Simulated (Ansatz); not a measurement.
Method: DFT PBE, scalar-relativistic, plane waves, PAW in Ansatz. All cells share a 420 eV cutoff and Γ-centred k meshes spaced at most about 0.3 Å⁻¹ (about 0.25 or finer for metals, 2π included). No spin polarisation in the final relaxations.

All energies are static (0 K, no zero-point motion).

Two forms of ZrS4 were relaxed alike.

A.

```
CELL_PARAMETERS angstrom
5.12174 0.00000 0.00000
0.00000 9.32900 0.00000
-0.51243 0.00000 5.11904
ATOMIC_POSITIONS crystal
Zr 0.37375 0.30900 0.87788
Zr 0.62625 0.80900 0.12212
S 0.26326 0.25231 0.36725
S 0.73674 0.75231 0.63275
S 0.85265 0.24061 0.76804
S 0.14735 0.74061 0.23196
S 0.50441 0.04980 0.02102
S 0.49559 0.54980 0.97898
S 0.98914 0.89826 0.46803
S 0.01086 0.39826 0.53197
```

B.

```
CELL_PARAMETERS angstrom
4.96046 0.00000 0.00000
0.00000 4.96046 0.00000
0.00000 0.00000 4.96046
ATOMIC_POSITIONS crystal
Zr 0.50000 0.50000 0.50000
S 0.00000 0.50000 0.50000
S 0.50000 0.00000 0.50000
S 0.50000 0.50000 0.00000
S 0.00000 0.00000 0.00000
```

Problem. Which would you expect to be lower, and how large is the difference?

Solution. A is lower, by 0.78 eV/atom. A has space group P2_1 (No. 4), 24.5 Å³/atom and a gap of 0.80 eV on its mesh; B has space group Pm-3m (No. 221), 24.4 Å³/atom and no gap. Counting S atoms around Zr (those within 1.25 times the shortest such distance or 1.15 times the sum of covalent radii), A has Zr 7 and B has Zr 6. A holds S–S units of three or more atoms (shortest 2.11 Å); in B the shortest S–S distance is 3.51 Å. In A, Zr is surrounded by 1 S at 2.38 Å and 6 S at 2.58–2.75 Å; around S on its first site lie 1 S at 2.11 Å, 2 Zr at 2.68–2.69 Å, 1 S at 2.95 Å and 1 S at 3.09 Å; S on its second site is surrounded by 1 S at 2.12 Å, 2 Zr at 2.65–2.75 Å, 1 S at 2.92 Å and 1 S at 3.09 Å; 2 more sites not described. In B, around Zr lie 6 S at 2.48 Å; S on a site of symmetry 4/mmm has 2 Zr at 2.48 Å and 12 S at 3.51 Å; S on a site of symmetry m-3m is surrounded by 12 S at 3.51 Å (long contacts). Both come from invented guesses.

Kohn–Sham gaps at this level usually fall short of measured ones. Cells relaxed within their symmetry can be saddle points. The P2_1 cell of ZrS4 came from shaking the Pm-3m one.
